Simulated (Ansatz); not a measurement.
Theory: DFT PBE, scalar-relativistic, plane waves, PAW in Ansatz. Settings: cutoff 420 eV, Γ-centred meshes spaced at most about 0.3 Å⁻¹, and about 0.25 Å⁻¹ or finer for metals (2π included), Gaussian smearing. No spin polarisation in the final relaxations.

Temperature and zero-point effects are left out.

Two forms of BeCd₂Te₃ were relaxed alike.

A. Space group P4/mmm (No. 123), tetragonal, a = 3.515 Å, c = 11.948 Å. Around Be lie 8 Te at 2.94 Å, 4 Be at 3.52 Å and 2 Cd at 3.81 Å; around Cd lie 8 Te at 3.29–3.35 Å, 4 Cd at 3.52 Å, 1 Be at 3.81 Å and 1 Cd at 4.32 Å; around Te on a site of symmetry 4mm lie 4 Be at 2.94 Å, 1 Te at 3.13 Å, 4 Cd at 3.35 Å and 4 Te at 3.52 Å; Te on a site of symmetry 4/mmm has 8 Cd at 3.29 Å and 4 Te at 3.52 Å.

B. Space group P-3m1 (No. 164), trigonal, a = 4.105 Å, c = 10.457 Å. Be has 6 Te at 2.76 Å; Cd is surrounded by 6 Te at 3.01–3.07 Å; Te on a site of symmetry 3m is surrounded by 3 Be at 2.76 Å and 3 Cd at 3.07 Å; Te on a site of symmetry -3m is surrounded by 6 Cd at 3.01 Å.

Question: Which form is favoured at zero pressure, and by what margin per atom?

Answer: B is lower, by 0.42 eV/atom. A has Be and Cd ordered on caesium chloride sites, space group P4/mmm (No. 123), 24.6 Å³/atom and no gap on its mesh; B has Be and Cd ordered on rock salt sites, space group P-3m1 (No. 164), 25.4 Å³/atom and no gap. Counting Te atoms around Be and Cd (those within 1.25 times the shortest such distance or 1.15 times the sum of covalent radii, 1.27 where that leaves under three; the shortest distance is added where it exceeds 1.18 times the sum of covalent radii), A has Be 8 from 2.9 Å, Cd 8 and B has Be 6 from 2.8 Å, Cd 6. The lower one is the more open, so pressure narrows the difference. Both come from invented guesses.

Spin–orbit coupling, which can matter for Te, is left out. Cells relaxed within their symmetry can be saddle points.
